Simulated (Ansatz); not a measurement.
Sn₄Pd:
```yaml
crystal:
  lattice:
    - [3.24118, -5.78198, 0.00000]
    - [3.24118, 5.78198, 0.00000]
    - [0.00000, 0.00000, 6.43952]
  atoms:
    - { symbol: Sn, position: [0.20299, 0.45443, 0.33096] }
    - { symbol: Sn, position: [0.79701, 0.54557, 0.33096] }
    - { symbol: Sn, position: [0.45443, 0.20299, 0.66904] }
    - { symbol: Sn, position: [0.54557, 0.79701, 0.66904] }
    - { symbol: Sn, position: [0.29701, 0.04557, 0.16904] }
    - { symbol: Sn, position: [0.70299, 0.95443, 0.16904] }
    - { symbol: Sn, position: [0.04557, 0.29701, 0.83096] }
    - { symbol: Sn, position: [0.95443, 0.70299, 0.83096] }
    - { symbol: Pd, position: [0.50000, 0.50000, 0.00000] }
    - { symbol: Pd, position: [0.00000, 0.00000, 0.50000] }
```

Relaxed with r²SCAN.

### Question
Map the electron localisation function on the plane through (0.203, 0.454, 0.331) spanned by u = [1, -1, 0] and v = [1, 1, 1] in lattice vectors, from plane-wave PAW r²SCAN (Ansatz code).

### Answer
x is the fraction of u, y of v (the angle between them is 90°; rows are the nearest grid lines); atoms in the plane: Sn at (0.00, 0.00), Sn at (0.00, 0.34), Sn at (0.25, 0.84), Sn at (0.25, 0.50), Pd at (0.63, 0.67), Pd at (0.63, 0.17).
```
|0025443233444444665555655565555578865200|
|0144455544555688865555455544445568975410|
|3454555445455689865445455545444558985543|
|4444454430002569965554555654555567777554|
|3322244520002568775556654566555665323333|
|4432124553235566434554445434566431112344|
|7643224555455664222343578753444310113567|
|9975323678888741001236976796332100136899|
|9985323688998741001236974797332100136899|
|7753224555555663112334689864343210124677|
|5432124454345565333454456543555421113455|
|3222234520002567766556544456655654222333|
|4444444520002569965554565655555567766554|
|4554555454345589855445455545444558986554|
|1244555445555689855445455544445568985421|
|0025443334455555665555665665455578965200|
|0035432122332211346666433446665556765300|
|4555422246665421012443578753444222466554|
|5556422468887521001334799985333111257655|
|9986323589999741001237963697332100137999|
|6666422478998631001235888885332101257766|
|3454421234554311123553456544554333565543|
|0145431123333211245665433345665555665410|
|0025443233444444665555655565555578865200|
```
Scale: ten equal steps from 0.001 (start of '0') to 0.592 (end of '9'), in the order '0123456789'; x runs from 0.000 to 1.00, y from 0.000 (bottom) to 1.00 (top).

The density is the valence pseudo-density with augmentation charge, so density and ELF within about 1 Å of a nucleus are not all-electron values.

Space group Ccce. The workflow started from a Materials Project entry (that database holds measured and hypothetical structures alike); the Crystallography Open Database files this formula in space group No. 68, but the cells were not matched. Its standing as an ambient phase is unchecked. Symmetry was held in the r²SCAN relaxation; its stability against distortions is not shown here. No spin polarisation was allowed. Scalar-relativistic: spin–orbit coupling is off unless named, which matters more the heavier the elements.

Potentials: the later of the program's two PAW sets.
